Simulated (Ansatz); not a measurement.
Total density of states per atom from DFT-r²SCAN+D4 in the program Ansatz with PAW potentials, in 0.25 eV bins, energy from the valence-band maximum:

```
E (eV) | states/eV/atom
    -7.86 |  0.00
    -7.61 |  0.02
    -7.36 | #### 0.27
    -7.11 | ###### 0.38
    -6.86 | ########## 0.68
    -6.61 | ################### 1.27
    -6.36 | ################### 1.29
    -6.11 | ######################### 1.67
    -5.86 | ####### 0.45
    -5.61 | ################## 1.19
    -5.36 | ########## 0.64
    -5.11 | ####### 0.47
    -4.86 | ############# 0.87
    -4.61 | ##################### 1.40
    -4.36 | ################### 1.29
    -4.11 | ############# 0.89
    -3.86 | ##### 0.34
    -3.61 | ## 0.15
    -3.36 | ###### 0.41
    -3.11 | ############################## 2.00
    -2.86 | ############### 1.02
    -2.61 | ######### 0.59
    -2.36 | ########## 0.69
    -2.11 | ############# 0.90
    -1.86 | ############# 0.84
    -1.61 | ################# 1.10
    -1.36 | ############### 1.02
    -1.11 | ############### 0.97
    -0.86 | ##### 0.33
    -0.61 | #### 0.29
    -0.36 | ##### 0.36
    -0.11 | ### 0.19
     0.14 |  0.00
     0.39 |  0.00
     0.64 |  0.00
     0.89 |  0.01
     1.14 | ##### 0.36
     1.39 | ######### 0.61
     1.64 | ########### 0.77
     1.89 | ################# 1.14
     2.14 | ################### 1.28
     2.39 | ############## 0.94
     2.64 | ### 0.21
     2.89 |  0.01
     3.14 |  0.00
     3.39 |  0.00
     3.64 |  0.00
     3.89 |  0.00
     4.14 |  0.00
     4.39 |  0.00
     4.64 |  0.00
     4.89 |  0.00
     5.14 |  0.00
     5.39 | ### 0.18
     5.64 | ###### 0.39
```

Which compound is it?
(A) B2O, P-3m1 (B on 2c, B on 2d, O on 2d)
(B) BN, P6_3/mmc (B on 4f, N on 4f)
(C) PtS2, CdI2 type
(D) Ce, Cmcm (Ce on 4c)

C, PtS2, CdI2 type. Top 1 eV of the valence band: S 3p 76 %, Pt 5d 20 %. Bottom 1 eV of the conduction band: S 3p 56 %, Pt 5d 34 %, S 3s 5 %. Projections are on Löwdin-orthogonalised atomic valence shells; empty p or d shells of many metals are not among them.

The r²SCAN+D4 relaxation kept the symmetry of its start. The run is not spin-polarised. Scalar-relativistic: spin–orbit coupling is off unless named, which matters more the heavier the elements.

Potentials: the later of the program's two PAW sets.
